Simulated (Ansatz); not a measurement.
## Calculated with Ansatz: LaAl₂Re₂, relaxation

Input:

```yaml
crystal:
  lattice:
    - [0.0, 4.255215, 0.0]
    - [4.255215, 0.0, 0.0]
    - [2.127608, 2.127608, -5.460298]
  atoms:
    - { symbol: Al, position: [0.75, 0.25, 0.5] }
    - { symbol: Al, position: [0.25, 0.75, 0.5] }
    - { symbol: La, position: [0.0, 0.0, 0.0] }
    - { symbol: Re, position: [0.378, 0.378, 0.244] }
    - { symbol: Re, position: [0.622, 0.622, 0.756] }
  symmetry: { tolerance: 0.0003 }
kpoints:
  mp_grid: { grid: [5, 5, 5], shift: [0, 0, 0] }
magnetization:
  noncollinear: true
  spin_orbit: true
scf:
  occupations: { method: fermi_dirac }
  lower_state_search: "off"
hamiltonian:
  pseudopotentials: { kind: paw_fr }
  xc: r2scan
basis:
  ecutwfc: 500
  fft_grid_basis: typed
relax:
  max_steps: 60
  cell: { p_target: 5.0 }
output:
  forces: true
  stress: true
  eigenvalues: true
  bader: true
  populations: true
  elf: true
  write_potential: true
  volumetric_format: npy
  dos:
    e_range: [-12, 8]
    de: 0.05
    projected: { site_lists: { Al: [Al], La: [La], Re: [Re] } }
    method: { smearing: { sigma: 0.1, scheme: gaussian } }
checkpoint:
  read: saved_state
```

Run with:

```bash
ansatz run input.yaml --threads 2 --pin off --max-ram 3584MiB --backend cpu --events-out ev --progress --plain --runs-dir out
```

Origin of the cell: a known structure type with other elements, at an estimated volume, so it need not be a known compound.

The smearing width isn't typed, so it takes its default of 0.1 eV.

The saved state is a converged single point of the same cell.

Steps («new basis» is an SCF on plane waves selected anew at the same cell):

```json
{"step": "1", "ΔH (meV/atom)": "0.0", "max force component (eV/Å)": "2.855", "P (GPa)": "-0.15", "volume (Å³)": "98.87", "SCF iterations": "6", "step was": "accepted"}
{"step": "2", "ΔH (meV/atom)": "-85.1", "max force component (eV/Å)": "2.733", "P (GPa)": "12.55", "volume (Å³)": "93.16", "SCF iterations": "9", "step was": "accepted"}
{"step": "3", "ΔH (meV/atom)": "-132.0", "max force component (eV/Å)": "0.712", "P (GPa)": "1.91", "volume (Å³)": "98.36", "SCF iterations": "10", "step was": "accepted"}
{"step": "4", "ΔH (meV/atom)": "-141.9", "max force component (eV/Å)": "0.220", "P (GPa)": "4.73", "volume (Å³)": "96.79", "SCF iterations": "8", "step was": "accepted"}
{"step": "5", "ΔH (meV/atom)": "-142.8", "max force component (eV/Å)": "0.032", "P (GPa)": "4.94", "volume (Å³)": "96.86", "SCF iterations": "7", "step was": "accepted"}
{"step": "6", "ΔH (meV/atom)": "-142.8", "max force component (eV/Å)": "0.002", "P (GPa)": "5.00", "volume (Å³)": "96.85", "SCF iterations": "5", "step was": "accepted"}
{"step": "7", "ΔH (meV/atom)": "-142.8", "max force component (eV/Å)": "0.002", "P (GPa)": "5.00", "volume (Å³)": "96.85", "SCF iterations": "6", "step was": "new basis"}
```

Before:

Space group I4/mmm (No. 139); the run's cell has a = 4.255 Å, b = 4.255 Å, c = 6.234 Å, α = 70.05°, β = 70.05°, γ = 90.00°. Shortest distances: Al–Re 2.55 Å, Re–Re 2.66 Å, Al–Al 3.01 Å, La–Re 3.29 Å, Al–La 3.46 Å.

After:

Space group I4/mmm (No. 139); the run's cell has a = 4.408 Å, b = 4.408 Å, c = 5.879 Å, α = 67.98°, β = 67.98°, γ = 90.00°. Shortest distances: Re–Re 2.32 Å, Al–Re 2.57 Å, Al–Al 3.12 Å, La–Re 3.33 Å, Al–La 3.33 Å.

```xyz
5
Lattice="0.0000 4.4078 0.0000 4.4078 0.0000 0.0000 2.2039 2.2039 -4.9847" Properties=species:S:1:pos:R:3 pbc="T T T"
Al    2.2039    4.4078   -2.4924
Al    4.4078    2.2039   -2.4924
La    0.0000    0.0000    0.0000
Re    2.2039    2.2039   -1.1617
Re    4.4078    4.4078   -3.8231
```

```yaml
Enthalpy_lowered_by: 142.8 meV/atom
Volume_change: -2.05 %
Final_pressure: 5.00 GPa
Relaxation_steps_listed: 7
```

Caveats: no moments, though an odd count or open d shells may carry them; the k mesh is coarse if the cell is a metal; the relaxation held the start's symmetry, so the end may be a saddle point.

Time: 2.5 min on 2 threads of Intel(R) Xeon(R) 6975P-C (Granite Rapids), with other jobs on the host, peak memory 1.1 GiB, from a saved density.
